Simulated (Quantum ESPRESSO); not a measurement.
pw.x input (Quantum ESPRESSO 7.5; PBEsol, PseudoDojo standard norm-conserving files, fully relativistic):

```
&CONTROL
  calculation = 'scf'
  pseudo_dir = './pseudo'
  outdir = './out'
  tprnfor = .true.
  tstress = .true.
/
&SYSTEM
  ibrav = 0
  nat = 6
  ntyp = 3
  ecutwfc = 84.0
  ecutrho = 336.0
  occupations = 'smearing'
  smearing = 'fd'
  degauss = 0.002
  nbnd = 67
  noncolin = .true.
  lspinorb = .true.
/
&ELECTRONS
  conv_thr = 6e-10
/
ATOMIC_SPECIES
F 18.9984 F.upf
Br 79.9040 Br.upf
Pb 207.2000 Pb.upf
CELL_PARAMETERS angstrom
  4.185060000000   0.000000000000   0.000000000000
  0.000000000000   4.185060000000   0.000000000000
  0.000000000000   0.000000000000   7.662340000000
ATOMIC_POSITIONS crystal
F   0.500000000000   0.500000000000   0.000000000000
F   0.000000000000   0.000000000000   0.000000000000
Br   0.500000000000   0.000000000000   0.652730000000
Br   0.000000000000   0.500000000000   0.347270000000
Pb   0.000000000000   0.500000000000   0.809400000000
Pb   0.500000000000   0.000000000000   0.190600000000
K_POINTS automatic
6 6 4 0 0 0
```

End of the output:

```

[...]
     the Fermi energy is     6.8765 ev
!    total energy              =    -441.94205113 Ry
     estimated scf accuracy    <          8.8E-11 Ry
     smearing contrib. (-TS)   =      -0.00000000 Ry
     internal energy E=F+TS    =    -441.94205113 Ry
     The total energy is F=E-TS. E is the sum of the following terms:
     one-electron contribution =    -169.39763595 Ry
     hartree contribution      =     119.63553915 Ry
     xc contribution           =    -121.00235605 Ry
     ewald contribution        =    -271.17759829 Ry
     convergence has been achieved in  11 iterations
     Forces acting on atoms (cartesian axes, Ry/au):
     atom    1 type  1   force =     0.00000000    0.00000000    0.00000000
     atom    2 type  1   force =     0.00000000    0.00000000   -0.00000000
     atom    3 type  2   force =     0.00000000    0.00000000   -0.00075947
     atom    4 type  2   force =     0.00000000    0.00000000    0.00075947
     atom    5 type  3   force =     0.00000000    0.00000000   -0.00101218
     atom    6 type  3   force =     0.00000000    0.00000000    0.00101218
     Total force =     0.001790     Total SCF correction =     0.000024
     Computing stress (Cartesian axis) and pressure
          total   stress  (Ry/bohr**3)                   (kbar)     P=      -13.21
  -0.00010341   0.00000000   0.00000000          -15.21        0.00        0.00
   0.00000000  -0.00010341   0.00000000            0.00      -15.21        0.00
   0.00000000   0.00000000  -0.00006254            0.00        0.00       -9.20
```
In a gapped system the printed Fermi energy is only some level inside the gap.

Geometry of the Materials Project entry, not relaxed at this level.
